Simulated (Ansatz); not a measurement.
BP in space group P6_3/mmc (No. 194; B on 2c, P on 2d), the program Ansatz at the LDA level (PAW), all energies at zero smearing, with the estimated change up to a 700 eV cutoff added, with one set of potentials and settings (totals compare only within such a set). Cell of 4 atoms (2 B, 2 P): -1751.275 eV.

| element | reference phase | E (eV/atom) |
|---|---|---|
| B | R-3m, 12 atoms in the cell | -149.7761 |
| P | Cmce, 4 atoms in the cell | -725.9590 |

Formation energy per atom, worked out: (-1751.275 − 2×(-149.7761) − 2×(-725.9590))/4 = 0.049 eV/atom (5 kJ per mol of atoms), at 0 K, without zero-point energy or fitted corrections.

The start of the workflow was typed in or built on a structure type; neither database checked (COD, Materials Project) lists it. It is not the phase usual at ambient conditions (space group No. 216). The cell was relaxed with LDA under the symmetry of its start; of distortions, only those at the zone centre were tested, and some modes there are weakly imaginary. A crystal of weakly bound layers computed without a dispersion correction: the cell and the soft elastic constants depend strongly on that. The references are the lowest solids computed at this level, not always the standard phases.

Potentials: the earlier of the program's two PAW sets.
